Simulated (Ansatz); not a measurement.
**Equation of state of Ga**

```
Ga
1.0
    -1.40400    1.40400    2.22900
     1.40400   -1.40400    2.22900
     1.40400    1.40400   -2.22900
Ga
1
Direct
  0.00000 0.00000 0.00000
```

Conventional cell: a = 2.808 Å, b = 2.808 Å, c = 4.458 Å, α = 90.00°, β = 90.00°, γ = 90.00°. Around Ga (atom 1) lie 12 Ga at 2.81 to 2.99 Å.

The cell is COD entry 9012723, as deposited and not checked against the literature; nothing was relaxed.

All numbers are computed: DFT, LDA, all-electron LAPW, scalar-relativistic (Ansatz 0.2.0); DFT, LDA, PAW with Ansatz's default frozen-core files, scalar-relativistic (Ansatz 0.2.0).

For LAPW: a Γ-centred 14×14×16 k mesh, Fermi–Dirac smearing of 0.05 eV, basis error target 0.25 meV/atom, no spin polarisation; this mesh doesn't keep the crystal's whole symmetry, which leaves small spurious terms. PAW takes a cutoff of 420 eV at this cell (files made with PBE, cores remade for this functional). The Ansatz runs share mesh, smearing and spin set-up. Plane-wave (PAW) pressures include the program's estimate of the Pulay term.

The cell above is scaled evenly, with fractional coordinates and shape held.

```tsv
V/V(cell)	V (Å³/atom)	P, LAPW (GPa)	P, PAW (GPa)
0.9400	16.521	2.54	2.48
0.9500	16.697	1.74	1.68
0.9600	16.872	0.98	0.93
0.9750	17.136	-0.08	-0.13
0.9800	17.224	-0.41	-0.46
0.9900	17.400	-1.05	-1.09
1.0000	17.575	-1.64	-1.69
1.0100	17.751	-2.20	-2.24
1.0200	17.927	-2.73	-2.77
1.0250	18.015	-2.98	-3.02
1.0400	18.278	-3.68	-3.72
1.0500	18.454	-4.12	-4.16
1.0600	18.630	-4.52	-4.56
```

Question: What do Birch–Murnaghan fits to the pressures give?

Answer: LAPW: V0 = 17.11 Å³/atom, B0 = 66 GPa, B0′ = 5.0; PAW: V0 = 17.10 Å³/atom, B0 = 66 GPa, B0′ = 5.0.

PAW's V0 lies -0.07 % from the all-electron value and its B0 0.1 %. With shape and internal coordinates held, B0 is an upper bound to the relaxed modulus.
